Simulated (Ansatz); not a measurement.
Total density of states per atom from DFT-PBE in the program Ansatz with PAW potentials, in 0.25 eV bins, energy from the Fermi level:

```json
[
 {"E (eV)": "-7.85", "states/eV/atom": "0.10"},
 {"E (eV)": "-7.60", "states/eV/atom": "0.11"},
 {"E (eV)": "-7.35", "states/eV/atom": "0.13"},
 {"E (eV)": "-7.10", "states/eV/atom": "0.15"},
 {"E (eV)": "-6.85", "states/eV/atom": "0.19"},
 {"E (eV)": "-6.60", "states/eV/atom": "0.24"},
 {"E (eV)": "-6.35", "states/eV/atom": "0.61"},
 {"E (eV)": "-6.10", "states/eV/atom": "0.73"},
 {"E (eV)": "-5.85", "states/eV/atom": "0.75"},
 {"E (eV)": "-5.60", "states/eV/atom": "0.91"},
 {"E (eV)": "-5.35", "states/eV/atom": "0.93"},
 {"E (eV)": "-5.10", "states/eV/atom": "1.09"},
 {"E (eV)": "-4.85", "states/eV/atom": "0.89"},
 {"E (eV)": "-4.60", "states/eV/atom": "0.79"},
 {"E (eV)": "-4.35", "states/eV/atom": "0.69"},
 {"E (eV)": "-4.10", "states/eV/atom": "1.20"},
 {"E (eV)": "-3.85", "states/eV/atom": "0.83"},
 {"E (eV)": "-3.60", "states/eV/atom": "1.03"},
 {"E (eV)": "-3.35", "states/eV/atom": "1.30"},
 {"E (eV)": "-3.10", "states/eV/atom": "1.23"},
 {"E (eV)": "-2.85", "states/eV/atom": "0.75"},
 {"E (eV)": "-2.60", "states/eV/atom": "0.43"},
 {"E (eV)": "-2.35", "states/eV/atom": "0.91"},
 {"E (eV)": "-2.10", "states/eV/atom": "1.63"},
 {"E (eV)": "-1.85", "states/eV/atom": "1.34"},
 {"E (eV)": "-1.60", "states/eV/atom": "1.22"},
 {"E (eV)": "-1.35", "states/eV/atom": "1.27"},
 {"E (eV)": "-1.10", "states/eV/atom": "1.34"},
 {"E (eV)": "-0.85", "states/eV/atom": "1.53"},
 {"E (eV)": "-0.60", "states/eV/atom": "1.39"},
 {"E (eV)": "-0.35", "states/eV/atom": "1.08"},
 {"E (eV)": "-0.10", "states/eV/atom": "0.89"},
 {"E (eV)": "0.15", "states/eV/atom": "0.76"},
 {"E (eV)": "0.40", "states/eV/atom": "0.69"},
 {"E (eV)": "0.65", "states/eV/atom": "0.65"},
 {"E (eV)": "0.90", "states/eV/atom": "0.63"},
 {"E (eV)": "1.15", "states/eV/atom": "0.59"},
 {"E (eV)": "1.40", "states/eV/atom": "0.57"},
 {"E (eV)": "1.65", "states/eV/atom": "0.56"},
 {"E (eV)": "1.90", "states/eV/atom": "0.56"},
 {"E (eV)": "2.15", "states/eV/atom": "0.60"},
 {"E (eV)": "2.40", "states/eV/atom": "0.71"},
 {"E (eV)": "2.65", "states/eV/atom": "0.80"},
 {"E (eV)": "2.90", "states/eV/atom": "0.98"},
 {"E (eV)": "3.15", "states/eV/atom": "1.02"},
 {"E (eV)": "3.40", "states/eV/atom": "1.24"},
 {"E (eV)": "3.65", "states/eV/atom": "1.44"},
 {"E (eV)": "3.90", "states/eV/atom": "1.41"},
 {"E (eV)": "4.15", "states/eV/atom": "1.12"},
 {"E (eV)": "4.40", "states/eV/atom": "0.57"},
 {"E (eV)": "4.65", "states/eV/atom": "0.32"}
]
```

### Question
Which of these materials gives this?
(A) Y, hcp (Mg type)
(B) Zn, hcp (Mg type)
(C) Re, hcp (Mg type)
(D) Zr, hcp (Mg type)

### Answer
C, Re, hcp (Mg type). Within 0.5 eV of the Fermi level: Re 5d 88 %, outside the projected shells 7 %. Projections are on Löwdin-orthogonalised atomic valence shells; empty p or d shells of many metals are not among them.

Space group P6_3/mmc (hcp (Mg type)). The PBE relaxation kept the symmetry of its start. The run is not spin-polarised. Scalar-relativistic: spin–orbit coupling is off unless named, which matters more the heavier the elements.

Potentials: the later of the program's two PAW sets.
